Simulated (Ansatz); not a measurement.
Li6SI2O:
```
Li6SI2O
1.0
    0.00000     4.41221     4.41221
    4.41221     0.00000     4.41221
    4.41221     4.41221     0.00000
Li I S O
6 2 1 1
Direct
  0.27591   0.72409   0.72409
  0.72409   0.27591   0.27591
  0.72409   0.27591   0.72409
  0.27591   0.72409   0.27591
  0.72409   0.72409   0.27591
  0.27591   0.27591   0.72409
  0.25000   0.25000   0.25000
  0.75000   0.75000   0.75000
  0.00000   0.00000   0.00000
  0.50000   0.50000   0.50000
```

Relaxed with r²SCAN. Special points in fractions of this cell's reciprocal vectors: Γ (0.000, 0.000, 0.000); X (0.500, 0.000, 0.500); U (0.625, 0.250, 0.625); K (0.375, 0.375, 0.750); L (0.500, 0.500, 0.500); W (0.500, 0.250, 0.750).

**Question.** List the band energies nearest the valence-band maximum at these points for plane-wave PAW r²SCAN (Ansatz code).

**Answer.** In eV from the valence-band maximum; about four levels below and three above (degenerate sets whole), none deeper than 8.9 eV; points with the same levels are listed once.

```csv
k,below,above
Γ,-1.56 -1.56 -1.56 -0.36 -0.36 -0.36,4.63 5.01 5.01
X,-1.43 -0.95 0.00 0.00,4.21 5.13 5.16
U,-1.44 -0.44 -0.29 -0.07,4.51 5.61 5.68
L,-1.38 -1.38 -0.36 -0.33 -0.33,5.93 6.00 6.42 6.42
W,-1.43 -0.32 -0.32 -0.27,4.88 4.88 5.82
```

Space group Fm-3m. The start of the workflow was typed in or built on a structure type; neither database checked (COD, Materials Project) lists it. Its standing as an ambient phase is unchecked. The r²SCAN relaxation kept the symmetry of its start; whether a distortion lowers the energy is not shown. The volume moved by 21 % from the start of the relaxation. Scalar-relativistic: spin–orbit coupling is off unless named, which matters more the heavier the elements.

Potentials: the later of the program's two PAW sets.
